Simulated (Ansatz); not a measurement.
Relaxed-ion elastic tensor of BeS (NiAs type, space group No. 194) in GPa (Voigt order), DFT-PBEsol in the program Ansatz with PAW potentials; density 2.83 g/cm³, 12.06 Å³ per atom.

```
 206  93.6  46.2   0.0   0.0   0.0
93.6   206  46.2   0.0   0.0   0.0
46.2  46.2   250   0.0   0.0   0.0
 0.0   0.0   0.0  22.9   0.0   0.0
 0.0   0.0   0.0   0.0  22.9   0.0
 0.0   0.0   0.0   0.0   0.0  56.2
```

Q: Is the crystal mechanically stable?

A: Yes: the smallest eigenvalue of C is 22.9 GPa.

Q: Work out the Voigt, Reuss and Hill averages.

A: K_V = 115, K_R = 115, K_H = 115; G_V = 52.1, G_R = 37.7, G_H = 44.9 GPa.

Q: Give Young's modulus, Poisson's ratio, Pugh's ratio and the universal anisotropy index.

A: E = 9KG/(3K + G) = 119 GPa; ν = 0.33; K/G = 2.56 (ductile by the Pugh limit of 1.75); A_U = 5G_V/G_R + K_V/K_R − 6 = 1.92.

Q: Estimate the sound speeds and the Debye temperature.

A: v_l = √((K + 4G/3)/ρ) = 7860 m/s, v_t = √(G/ρ) = 3980 m/s, mean 4470 m/s; Θ = (h/k)(3n/4πV)^(1/3) v_m = 580 K.

Q: Solve the Christoffel equation for the three sound speeds along x, y, z.

A: Eigenvalues of C_ijkl n_j n_l equal ρv². In km/s, slowest first: x 2.85, 4.46, 8.54; y 2.85, 4.46, 8.54; z 2.85, 2.85, 9.40.

Q: How much does each axis shrink under pressure?

A: Linear compressibilities β_i = Σ_j S_ij (j = 1 to 3): x 2.9, y 2.9, z 2.9 per TPa.

Space group P6_3/mmc (NiAs type). A made-up cell: these elements were put on the sites of a structure type; neither database checked (COD, Materials Project) lists it. COD files the formula under space group No. 216, so this cell is another polymorph or a model. Its standing as an ambient phase is unchecked. The cell was relaxed with PBEsol under the symmetry of its start; its stability against distortions is not shown here.

Potentials: the later of the program's two PAW sets.
